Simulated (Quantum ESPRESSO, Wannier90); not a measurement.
TePb (rock salt), plane waves to Wannier functions

```
begin unit_cell_cart
ang
    0.0000000000    3.2708950000    3.2708950000
    3.2708950000    0.0000000000    3.2708950000
    3.2708950000    3.2708950000    0.0000000000
end unit_cell_cart
begin atoms_frac
Te   0.0000000000  0.0000000000  0.0000000000
Pb   0.5000000000  0.5000000000  0.5000000000
end atoms_frac
```

Cell from Materials Project (mp-19717), symmetrised, no further relaxation. COD (Crystallography Open Database) has an entry of this formula and space group (matched by these alone). Computed values, not measurements, from PBEsol: Quantum ESPRESSO (norm-conserving PseudoDojo potentials, cutoff 66 Ry, no spin polarisation, no spin-orbit coupling) on a Γ-centred 8×8×8 mesh, then Wannier90. Density: 8×8×8 mesh, Gaussian smearing 0.01 Ry. Spin-orbit coupling is left out although heavy elements are present.

Functional, cutoff and mesh named above are those of the base row (PBEsol); the first column says what each row takes instead. Model: 8 functions from bands 11-25, start hydrogen-like Te: s;p; Pb: s;p, disentangled but not localised (num_iter = 0), frozen window tied to the conduction edge or Fermi level of each row, as listed, which moves Ω_I and hoppings a little by itself. Energies are relative to the valence-band maximum; the misfit is to pw.x on a path, for states up to 1.7 eV relative to the valence-band maximum. The functional changes, each with its own PseudoDojo files and their cutoffs, on the same cell. The disentangled Ω_I can sit in another minimum from row to row.

```tsv
functional	frozen to (eV)	Ω_I (Å²)	rms misfit (meV)	gap (eV)	bottom of band 11 (eV)	on-site Te1 pz minus Te1 s (eV)	hopping modulus Pb2 pz – Te1 pz, R = 0 0 1 (eV)	hopping modulus Pb2 s – Te1 pz, R = 0 0 1 (eV)	hopping modulus Pb2 s – Te1 s, R = 0 0 1 (eV)
LDA	2.23	13.53	3.0	0.73	-11.76	9.22	1.786	0.991	0.446
PBE	2.31	13.71	2.9	0.81	-11.72	9.11	1.796	0.996	0.453
PBEsol	2.24	13.72	2.9	0.74	-11.73	9.14	1.798	0.998	0.452
```
